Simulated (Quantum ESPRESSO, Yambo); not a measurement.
Quasiparticle gap of Ag₂S

```
Ag2S
1.0
    4.22178     0.00000     0.00000
    0.00000     7.40480     0.00000
   -1.57213     0.00000     3.93090
S Ag
2 4
Direct
  0.72751   0.25000   0.28478
  0.27249   0.75000   0.71522
  0.11389   0.25000   0.89597
  0.88611   0.75000   0.10403
  0.50000   0.00000   0.50000
  0.50000   0.50000   0.50000
```

The geometry is that of Materials Project entry mp-556225, symmetrised and not relaxed again.

Starting point: norm-conserving PBEsol (Quantum ESPRESSO, 82 Ry, without SOC). G0W0 in Yambo: 4×2×4 Γ-centred k mesh, bands 17 to 155 and a 6 Ry block in the screening, 155 bands in G with the Bruneval-Gonze terminator, plasmon pole fitted at 27.2 eV.

- PBEsol gap along the band path: 1.10 eV
- PBEsol gap between the mesh's edge points ((0, 0, -0.5) → Γ): 1.10 eV
- G0W0 gap between the same points: 1.90 eV
- PBEsol smallest direct gap on the mesh (at Γ): 1.13 eV
- G0W0 direct gap at that point: 1.94 eV

| k point | band | E PBEsol (eV) | E QP (eV) | shift (eV) | Z |
|---|---|---|---|---|---|
| Γ | VB | -0.03 | -0.44 | -0.41 | 0.79 |
| Γ | CB | 1.10 | 1.50 | 0.40 | 0.81 |
| (0, 0, -0.5) | VB | 0.00 | -0.40 | -0.40 | 0.79 |
| (0, 0, -0.5) | CB | 2.26 | 2.46 | 0.20 | 0.82 |
| (0, -0.5, -0.5) | VB | -0.22 | -0.63 | -0.41 | 0.79 |
| (0, -0.5, -0.5) | CB | 1.63 | 1.91 | 0.28 | 0.81 |
| (-0.5, 0, 0) | VB | -0.02 | -0.43 | -0.41 | 0.79 |
| (-0.5, 0, 0) | CB | 2.38 | 2.59 | 0.21 | 0.82 |
| (-0.5, 0, -0.5) | VB | -0.42 | -0.84 | -0.42 | 0.79 |
| (-0.5, 0, -0.5) | CB | 1.38 | 1.77 | 0.39 | 0.82 |
| (-0.5, -0.5, 0) | VB | -0.20 | -0.61 | -0.41 | 0.79 |
| (-0.5, -0.5, 0) | CB | 1.58 | 1.86 | 0.28 | 0.81 |
| (-0.5, -0.5, -0.5) | VB | -1.23 | -1.69 | -0.46 | 0.78 |
| (-0.5, -0.5, -0.5) | CB | 2.33 | 2.78 | 0.45 | 0.81 |

Energies count from the PBEsol valence-band maximum.

Nearest settings tried, and what they do to the gap: 77 bands in W, 77 bands in G: +257 meV; 2×1×2 mesh: -178 meV. Not varied: block. So the settings aren't converged at that level.

Spin-orbit splittings are left out.

The structure is a Materials Project entry; no match was found in the copy of COD used, and its stability was not checked.
